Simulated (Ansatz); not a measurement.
# Surface calculation: zincblende InAs (110), 3 layers

The slab is cut from the zincblende crystal, which needn't be the stable phase, as relaxed on PAW files (29.60 Å³/atom), with 16 Å of vacuum and a dipole correction:

```xyz
6
Lattice="4.3748 0.0000 0.0000 0.0000 6.1870 0.0000 0.0000 0.0000 20.3748" Properties=species:S:1:pos:R:3 pbc="T T T"
In    1.0937    0.7734    8.0000
As    3.2811    5.4136    8.0000
In    3.2811    3.8668   10.1874
As    1.0937    2.3201   10.1874
In    1.0937    0.7734   12.3748
As    3.2811    5.4136   12.3748
```

Computed with Ansatz 0.2.0; functional PBE, scalar-relativistic. Settings: a Γ-centred 6×4×1 k mesh, Fermi–Dirac smearing of 0.02 eV, no spin polarisation. Methods: LAPW: all electrons, basis error target 1 meV/atom; PAW: frozen-core files, cutoff 420 eV.

The bulk energy comes from a cell in the slab's orientation on a 6×4×6 mesh. The surface energy is (E(slab) − N·E(bulk))/2A at zero smearing, the mean of both faces; thin slabs carry quantum-size effects.

Task: As cut, the LAPW slab lies 2.731 eV above 6 atoms of bulk. What surface energy is that?

Result: Over two faces of 27.07 Å² it is 50.4 meV/Å², and times 16.02 J/m² per eV/Å² that gives γ = 0.808 J/m².

Task: What do relaxation and the other method give, and what work function comes out?

Result: 

```csv
method,γ as cut (J/m²),γ relaxed (J/m²),Φ as cut (eV)
LAPW,0.808,0.478,4.52
PAW,0.809,0.479,4.52
```

Task: How do the spacings between the planes relax?

Result: From the bottom face up: d12 -3.3 % of 2.187 Å, d23 -3.3 % of 2.187 Å. The outer plane rumples by 0.639 Å.

Task: Where do the band edges lie?

Result: On the k mesh: gap 0.56 eV, valence top 4.91 eV below the vacuum level.

Task: What changes if relativity is switched off, at the same positions?

Result: LAPW then gives: gap 0.50 eV, valence top 5.04 eV below the vacuum level.

Task: A core hole in the 3d shell of In is made on one In atom of each kind in every 1×1 cell (PAW hole dataset, neutral cell, valence without spin). What does it cost by layer?

Result: layer 1 443.70 eV, layer 2 443.60 eV. Shifts between layers mean more than the absolute values, and a whole layer of holes screens otherwise than one hole.
